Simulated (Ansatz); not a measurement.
Relaxed bulk TiSi2:

```cif
data_structure
_symmetry_space_group_name_H-M 'P 1'
_symmetry_Int_Tables_number 1
_cell_length_a 5.9222
_cell_length_b 4.8832
_cell_length_c 4.7597
_cell_angle_alpha 75.769
_cell_angle_beta 53.058
_cell_angle_gamma 51.173
_cell_volume 83.79
loop_
_atom_site_label
_atom_site_type_symbol
_atom_site_fract_x
_atom_site_fract_y
_atom_site_fract_z
_atom_site_occupancy
Ti1 Ti 0.75000 0.75000 0.75000 1
Ti2 Ti 0.50000 0.50000 0.50000 1
Si1 Si 0.08733 0.41267 0.08733 1
Si2 Si 0.41267 0.08733 0.41267 1
Si3 Si 0.16267 0.83733 0.16267 1
Si4 Si 0.83733 0.16267 0.83733 1
```

Miller indices refer to the conventional cell of Fddd (No. 70), a = 4.781 Å, b = 8.232 Å, c = 8.516 Å, α = 90.00°, β = 90.00°, γ = 90.00°.

The (001) slab of 6 planes, 10.6 Å thick with 15 Å of vacuum as cut; outer planes TiSi2 (top) and TiSi2 (bottom).

Computed with DFT r2SCAN, scalar-relativistic, plane waves, PAW in Ansatz. Settings: cutoff 500 eV, Γ-centred mesh 8×8×1 on the computed 18-atom cell, Gaussian smearing of 0.10 eV; no spin polarisation. A dipole correction removes the field between periodic images along c.

Results for the relaxed slab:

```
Surface energy (mean of both faces) : 2.02 J/m²
Work function                       : 3.56 eV
```

Relaxation lowers the energy by 0.017 J/m² a face; the largest move is 0.103 Å.

```tsv
plane (bottom to top)	atoms	spacing to next, bulk (Å)	relaxed (Å)	change (%)	rumpling (Å)
1	TiSi2	2.129	2.116	-0.6	0.005
2	TiSi2	2.129	2.138	+0.4	0.050
3	TiSi2	2.129	2.114	-0.7	0.007
4	TiSi2	2.129	2.138	+0.4	0.007
5	TiSi2	2.129	2.116	-0.6	0.050
6	TiSi2				0.005
```